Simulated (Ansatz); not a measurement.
## Relaxing an invented ZnCd₂S₃ structure

Level of theory: Ansatz, DFT PBE, scalar-relativistic, plane waves, PAW. Cutoff 420 eV, Gaussian smearing, Γ-centred meshes. Cell and atoms relax first on a coarse mesh and then on a finer one. In between, the cell is made exact in the group found at 0.06 Å. In metals the finer mesh still leaves noise of several meV/atom or more. The steps can't lower the symmetry of their start. No spin polarisation.

Recipe of this trial structure of ZnCd₂S₃: random cell by space group and Wyckoff sites (P4/mmm, No. 123). The dimensions are guesses.

```cif
data_structure
_symmetry_space_group_name_H-M 'P4/mmm'
_symmetry_Int_Tables_number 123
_cell_length_a 4.0958
_cell_length_b 4.0958
_cell_length_c 8.4325
_cell_angle_alpha 90.000
_cell_angle_beta 90.000
_cell_angle_gamma 90.000
_cell_volume 141.46
loop_
_atom_site_label
_atom_site_type_symbol
_atom_site_symmetry_multiplicity
_atom_site_Wyckoff_symbol
_atom_site_fract_x
_atom_site_fract_y
_atom_site_fract_z
_atom_site_occupancy
Zn1 Zn 1 d 0.50000 0.50000 0.50000 1
Cd1 Cd 2 f 0.00000 0.50000 0.00000 1
S1 S 2 e 0.00000 0.50000 0.50000 1
S2 S 1 b 0.00000 0.00000 0.50000 1
```

Formation energies are uncorrected and refer to the elements' standard structures at the same level.

Question: Where does the relaxation end?

Answer: The symmetry stays P4/mmm (No. 123). The volume per atom stays near 23.5 Å³. The shortest distance goes from 2.05 Å (Zn–S and S–S) to 2.38 Å (Zn–S and S–S). The ratio c/a of the conventional cell changes by a factor of 0.63. The energy falls by about 0.84 eV/atom (the start's value is from the coarse mesh). Conventional cell: a = 4.766 Å, c = 6.198 Å. Zn is surrounded by 4 S at 2.38 Å, 4 S at 3.37 Å and 8 Cd at 3.91 Å; around Cd lie 2 S at 3.10 Å, 4 Cd at 3.37 Å, 4 S at 3.91 Å and 4 Zn at 3.91 Å; around S on a site of symmetry mmm lie 2 S at 2.38 Å, 2 Zn at 2.38 Å and 2 Cd at 3.10 Å; around S on a site of symmetry 4/mmm lie 4 S at 2.38 Å, 4 Zn at 3.37 Å and 8 Cd at 3.91 Å.

```
CELL_PARAMETERS angstrom
4.76560 0.00000 0.00000
0.00000 4.76560 0.00000
0.00000 0.00000 6.19828
ATOMIC_POSITIONS crystal
Zn 0.50000 0.50000 0.50000
Cd 0.00000 0.50000 0.00000
Cd 0.50000 0.00000 0.00000
S 0.00000 0.50000 0.50000
S 0.50000 0.00000 0.50000
S 0.00000 0.00000 0.50000
```

Question: How does it come out in energy, and is it a metal?

Answer:

* Energy over the elements: +0.12 eV/atom
* Gap on the 8×8×8 mesh of the 6-atom cell: 0 eV (a metal)

It can't be a ground state, since the elements alone are lower.

The last run used Gaussian smearing of 0.10 eV. The reference form of S is held partly by dispersion forces, which this level lacks. A structure relaxed within its symmetry needn't be a true minimum. Another cell of ZnCd2S3 relaxed alike, in I-4m2, lies 0.82 eV/atom lower, so this cell isn't the stable form at this level.
